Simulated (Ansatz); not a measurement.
PbTe (rock salt)

```yaml
crystal:
  lattice:
    - [0.00000, 3.26735, 3.26735]
    - [3.26735, 0.00000, 3.26735]
    - [3.26735, 3.26735, 0.00000]
  atoms:
    - { symbol: Te, position: [0.00000, 0.00000, 0.00000] }
    - { symbol: Pb, position: [0.50000, 0.50000, 0.50000] }
```

This relaxed cell (volume V₀) is scaled evenly in all directions, its shape held. Symmetry pins the atoms to their sites.

Calculation: r2SCAN (plane waves to 500 eV, PAW, scalar-relativistic; Ansatz, a program for electronic structure). k mesh 9×9×9 (Γ-centred), Fermi-Dirac smearing 0.05 eV. Stress and pressure are positive under compression. PbTe was relaxed with its symmetry unable to fall. Spin-orbit coupling is left out, though Pb and Te are heavy.

At one point of the scan the stress tensor (GPa) is:

```
  -1.85     0.00     0.00
   0.00    -1.85     0.00
   0.00     0.00    -1.85
```

**Question.** Which point is it?
A. V/V₀ = 1.060
B. V/V₀ = 1.050
C. V/V₀ = 1.030
D. V/V₀ = 1.020

**Answer.** B, V/V₀ = 1.050

(A scan under strain: stresses follow from slopes of the energy per volume, elastic moduli from its curvatures.)
